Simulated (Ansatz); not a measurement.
Relaxed-ion elastic tensor of Pt3Pb (Cu3Au type, Pm-3m) in GPa (Voigt order), PBEsol (plane waves, PAW; program Ansatz); density 19.55 g/cm³, 16.83 Å³ per atom.

```tsv
	1	2	3	4	5	6
1	259	176	176	0.0	0.0	0.0
2	176	259	176	0.0	0.0	0.0
3	176	176	259	0.0	0.0	0.0
4	0.0	0.0	0.0	63.2	0.0	0.0
5	0.0	0.0	0.0	0.0	63.2	0.0
6	0.0	0.0	0.0	0.0	0.0	63.2
```

### Question
Is the crystal mechanically stable?

### Answer
Yes: the smallest eigenvalue of C is 63.2 GPa.

### Question
Work out the Voigt, Reuss and Hill averages.

### Answer
K_V = 204, K_R = 204, K_H = 204; G_V = 54.5, G_R = 52.3, G_H = 53.4 GPa.

### Question
Give Young's modulus, Poisson's ratio, Pugh's ratio and the universal anisotropy index.

### Answer
E = 9KG/(3K + G) = 147 GPa; ν = 0.38; K/G = 3.82 (ductile by the Pugh limit of 1.75); A_U = 5G_V/G_R + K_V/K_R − 6 = 0.21.

### Question
Estimate the sound speeds and the Debye temperature.

### Answer
v_l = √((K + 4G/3)/ρ) = 3750 m/s, v_t = √(G/ρ) = 1650 m/s, mean 1870 m/s; Θ = (h/k)(3n/4πV)^(1/3) v_m = 217 K.

### Question
Give the Zener ratio and Young's modulus along [100], [110] and [111].

### Answer
A = 2C44/(C11 − C12) = 1.52; 1/E = S11 − 2(S11 − S12 − S44/2)Γ with Γ = 0, 1/4, 1/3 gives 117, 154, 172 GPa.

The workflow started from an entry of the Crystallography Open Database (COD). Whether it is the stable phase at ambient conditions was not checked. The PBEsol relaxation kept the symmetry of its start; of distortions, only those at the zone centre were tested. No spin polarisation was allowed. As this level gives no gap, shear constants depend on the k-mesh and smearing (Fermi–Dirac, 0.1 eV here). Scalar-relativistic: spin–orbit coupling is off unless named, which matters more the heavier the elements.

Potentials: the later of the program's two PAW sets.
